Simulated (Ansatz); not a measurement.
ZnAgF3:
```yaml
crystal:
  lattice:
    - [3.98452, 0.00000, 0.00000]
    - [0.00000, 3.98452, 0.00000]
    - [0.00000, 0.00000, 3.98452]
  atoms:
    - { symbol: Zn, position: [0.50000, 0.50000, 0.50000] }
    - { symbol: Ag, position: [0.00000, 0.00000, 0.00000] }
    - { symbol: F, position: [0.50000, 0.50000, 0.00000] }
    - { symbol: F, position: [0.00000, 0.50000, 0.50000] }
    - { symbol: F, position: [0.50000, 0.00000, 0.50000] }
```

The program Ansatz at the r²SCAN level (PAW) gives a gap of 2.04 eV without spin–orbit coupling, maximum on the R–X line, 1 % of the way from R, minimum at Γ.

### Question
What happens when spin–orbit coupling is switched on?

### Answer
The gap falls by 0.01 eV, to 2.03 eV; maximum on the R–X line, 1 % of the way from R, minimum at Γ.

### Question
Give the electron effective mass with spin–orbit coupling.

### Answer
0.44 mₑ (isotropic).

Space group Pm-3m (cubic perovskite). The workflow started from an entry of the Crystallography Open Database (COD). Its standing as an ambient phase is unchecked. Symmetry was held in the r²SCAN relaxation; its stability against distortions is not shown here. The run is not spin-polarised.

Potentials: the later of the program's two PAW sets.
